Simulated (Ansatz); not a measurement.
Relax this structure to zero stress and force, keeping its symmetry:

```cif
data_structure
_symmetry_space_group_name_H-M 'P 1'
_symmetry_Int_Tables_number 1
_cell_length_a 5.7016
_cell_length_b 5.7016
_cell_length_c 5.9118
_cell_angle_alpha 92.894
_cell_angle_beta 92.894
_cell_angle_gamma 29.017
_cell_volume 93.09
loop_
_atom_site_label
_atom_site_type_symbol
_atom_site_fract_x
_atom_site_fract_y
_atom_site_fract_z
_atom_site_occupancy
V1 V 0.14464 0.14464 0.37980 1
V2 V 0.85536 0.85536 0.62020 1
O1 O 0.00000 0.00000 0.50000 1
O2 O 0.62158 0.62158 0.20297 1
O3 O 0.37842 0.37842 0.79703 1
O4 O 0.31073 0.31073 0.38403 1
O5 O 0.68927 0.68927 0.61597 1
```

Computed with Ansatz, DFT PBEsol, scalar-relativistic, plane waves, PAW.

Plane waves to 420 eV, a k mesh through Γ of 10×10×6 on the computed 7-atom cell and Gaussian smearing (0.02 eV); no spin polarisation.

Q: What does it relax to?

A: The volume stays the same within 0.01 Å³/atom to 13.30 Å³/atom, and the energy changes by under 0.1 meV/atom. Final structure:
```
V O
1.0
     5.51718   -1.42837    0.17016
     5.51718    1.42837    0.17016
    -0.49014    0.00000    5.89144
V O
2 5
Direct
  0.14464 0.14464 0.37980
  0.85536 0.85536 0.62020
  0.00000 0.00000 0.50000
  0.62158 0.62158 0.20297
  0.37842 0.37842 0.79703
  0.31073 0.31073 0.38403
  0.68927 0.68927 0.61597
```

The cell holds layers, and where no dispersion correction was added their binding is poorly described.

This form isn't the usual stable structure of the compound.

Cost: 1 run of about 1.3 core-minutes, on Intel Xeon Platinum 8375C (Ice Lake) (shared hosts).